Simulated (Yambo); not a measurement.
G0W0@PBEsol for K2CO3 (space group P6_3/mmc, No. 194) in Yambo (3×3×2 mesh, 7 Ry block, plasmon pole, screening fixed), without a terminator:

```csv
bands N in G,gap Γ → Γ (eV),shift of the valence edge (eV)
113,5.741,-1.009
186,5.807,-1.252
285,5.926,-1.447
```

Problem. Extrapolate both columns to infinite N with E(N) = E∞ + A/N, test the form, and compare with the terminator.

Solution. From two points, E∞ = (N2 E2 − N1 E1)/(N2 − N1). The two largest N give 6.15 eV for the gap and -1.81 eV for the shift; the two smallest give 5.91 eV and -1.63 eV. For the gap the slopes A are -19 and -64 eV: the form isn't reached, and its limit is uncertain. For the shift the slopes A are 70 and 100 eV: the form isn't reached, and its limit is uncertain. With the Bruneval-Gonze terminator and 285 bands the run gives 6.07 eV and -1.68 eV, 0.08 eV and 0.14 eV from the extrapolated values: the terminator too is an estimate of the remainder. Block, mesh and the bands in W are held fixed.

Geometry of the Materials Project entry, not relaxed at this level; primitive cell a = b = 5.742 Å, c = 6.816 Å, α = β = 90.00°, γ = 120.00°.

The structure is a Materials Project entry; no match was found in the copy of COD used, and its stability was not checked.

A shift is the quasiparticle energy of the state minus its PBEsol energy.
